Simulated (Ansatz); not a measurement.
A generator proposed this cell of Ca2Ag2O.

```cif
data_structure
_symmetry_space_group_name_H-M 'Fd-3m:1'
_symmetry_Int_Tables_number 227
_cell_length_a 9.2575
_cell_length_b 9.2575
_cell_length_c 9.2575
_cell_angle_alpha 90.000
_cell_angle_beta 90.000
_cell_angle_gamma 90.000
_cell_volume 793.37
loop_
_atom_site_label
_atom_site_type_symbol
_atom_site_symmetry_multiplicity
_atom_site_Wyckoff_symbol
_atom_site_fract_x
_atom_site_fract_y
_atom_site_fract_z
_atom_site_occupancy
Ca1 Ca 16 c 0.12500 0.12500 0.12500 1
Ag1 Ag 16 d 0.12500 0.62500 0.12500 1
O1 O 8 b 0.25000 0.75000 0.25000 1
```

These are results of Ansatz, DFT PBE, scalar-relativistic, plane waves, PAW, not measurements. Plane waves to 420 eV, a k mesh through Γ of 4×4×4 on the computed 10-atom cell and Gaussian smearing (0.10 eV); no spin polarisation.

Energies over the elements count from the elements' standard structures at the same level (O₂ as a molecule), with no fitted energy shifts.

**Question.** How far from equilibrium is it?

**Answer.** The pressure is 17.4 GPa (it wants to expand), the largest force is 0.00 eV/Å (symmetry fixes the atoms), and the energy is +0.24 eV/atom against the elements. The shortest distance is 2.00 Å.

**Question.** Is it a good guess?

**Answer.** A rough one: relaxing gains about 0.26 eV/atom (the start's value is from the coarse mesh, so the gain is rough) in 10 ionic steps and ends at −0.02 eV/atom on the finer mesh. The symmetry stays Fd-3m (No. 227). The volume per atom grows by 30.2 %, from 19.8 to 25.8 Å³. The shortest distance goes from 2.00 Å (Ag–O) to 2.19 Å (Ag–O). Conventional cell: a = 10.108 Å. Ca has 6 Ag at 3.57 Å and 6 Ca at 3.57 Å; Ag is surrounded by 2 O at 2.19 Å, 6 Ag at 3.57 Å and 6 Ca at 3.57 Å; around O lie 4 Ag at 2.19 Å.

The last run used a 6×6×6 mesh for its 10-atom cell and Gaussian smearing of 0.10 eV. The k mesh leaves some 4 meV/atom of noise in the energy of each metallic cell. The relaxation can't lower the symmetry of the start, and the grade says only how near the guess is to its own end. Symmetry constrained the relaxation, so the result can be a saddle point.
